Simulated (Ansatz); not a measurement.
Each is relaxed and computed with the program Ansatz at the PBE level (PAW). Which is the only one with a gap?
A) LiTaO3, R3c (Li on 6a, Ta on 6a, O on 18b)
B) Ta2C, P4/nmm (Ta on 2a, Ta on 2c, C on 2c)
C) TaAs, CsCl type
D) TaGe2, P6/mmm (Ta on 1a, Ge on 2d)

A, LiTaO3, R3c (Li on 6a, Ta on 6a, O on 18b). LiTaO3: gap 3.79 eV; TaGe2: metal; TaAs: metal; Ta2C: metal. Constructed cells (a structure type filled with these elements, in neither database checked): TaGe2, P6/mmm (Ta on 1a, Ge on 2d); TaAs, CsCl type; Ta2C, P4/nmm (Ta on 2a, Ta on 2c, C on 2c). Not the usual ambient phase: TaAs, CsCl type. All cells were relaxed under the symmetry of their starts (and spin orders); stability against distortions was not tested throughout. Rows with no word on spin ran without spin polarisation. Spin–orbit coupling is left out wherever it is not named.

Potentials: the earlier of the program's two PAW sets.
